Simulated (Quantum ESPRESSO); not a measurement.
# Computed records: Ge7As (made-up cell)

Computed with Quantum ESPRESSO 7.5. Calculation on a made-up crystal cell, not a measurement: periodic Kohn-Sham density functional theory in plane waves with PseudoDojo standard norm-conserving scalar-relativistic pseudopotentials, each functional with its own files (v0.5 for PBE, v0.4.1 for LDA and PBEsol), no spin polarisation, no spin-orbit coupling, atoms not relaxed, stress positive in tension, energies less a fixed whole-eV offset for each atom's element; levels are Kohn-Sham levels at fractions of this cell's reciprocal vectors, counted from the reference band (half the neutral cell's valence electrons, rounded up) at Gamma; error bars cover cutoff and k-mesh only, not smearing or the files; added strain carries the atoms with the cell, and shear is the tensor component; each bar is the largest change over components, and at least 0.002 eV, 0.002 eV per angstrom or 0.02 GPa; energies are for the whole cell, and the offsets were chosen from early runs and are not element reference energies.

```yaml
- formula: Ge7As
  kind: "made-up cell"
  structure:
    cell_angstrom:
      - [5.5367, 0.0192, 0.0738]
      - [0.0192, 5.6944, 0.0016]
      - [0.0738, 0.0016, 5.5659]
    atoms_fractional:
      - [Ge, -0.00748, -0.00742, 0.0052]
      - [Ge, -0.00935, 0.49683, 0.51656]
      - [Ge, 0.48578, -0.03496, 0.52676]
      - [Ge, 0.47953, 0.47991, 0.00096]
      - [Ge, 0.25021, 0.2451, 0.26376]
      - [Ge, 0.23154, 0.75099, 0.75208]
      - [Ge, 0.72351, 0.23858, 0.7219]
      - [As, 0.7534, 0.73257, 0.24469]
  given:
    lattice_type: "zincblende/diamond"
    functional: pbe
    "cutoff [eV]": 1143
    "fermi_dirac_smearing [eV]": 0.1
    "scf_tolerance [eV]": 1.0e-07
    electrons_removed: 0
    k_mesh: "6 x 6 x 6, shifted by half a step"
    atom_site: [1, 2, 3, 4, 5, 6, 7, 8]
    "atom_energy_offset [eV]": [-2430, -2430, -2430, -2430, -2430, -2430, -2430, -2887]
  results:
    "free_energy_less_offsets [eV]": -1.568
    "smearing_term_minus_ts [eV]": -0.08431
    scf_iterations: 10
    "pressure [GPa]": 8.793
    "stress_xx [GPa]": -9.533
    "stress_yy [GPa]": -8.194
    "stress_zz [GPa]": -8.652
    "stress_yz [GPa]": 1.037
    "stress_xz [GPa]": 4.214
    "stress_xy [GPa]": -4.255
    force_site: [1, 2, 3, 4, 5, 6, 7, 8]
    "force_x [eV/angstrom]": [-0.2386, 0.4162, 0.7151, 0.3866, -0.5023, -0.5342, 0.6366, -0.8794]
    "force_y [eV/angstrom]": [1.89, -0.3431, 1.305, 0.5421, -1.117, -1.799, -0.1356, -0.3416]
    "force_z [eV/angstrom]": [-0.2414, -0.4905, -2.352, -0.8103, 0.5219, 1.469, 1.706, 0.1975]
    "fermi_level [eV]": 0.6017
    reference_band: 57
    level_k_point: [Gamma, "(1/2,1/2,1/2)", "(0.15,0,0)", "(0,0.15,0)", "(0,0,0.15)"]
    "next_band_up [eV]": [0.1684, 0.009156, 0.598, 0.5077, 0.4539]
    "error_bar_energy [eV]": 0.00621
    "error_bar_stress [GPa]": 0.04927
    "error_bar_force [eV/angstrom]": 0.01429
    "error_bar_next_band_up [eV]": 0.002
    "error_bar_fermi_level [eV]": 0.01984
    error_bars_from: "tighter rerun of a related cell"
```
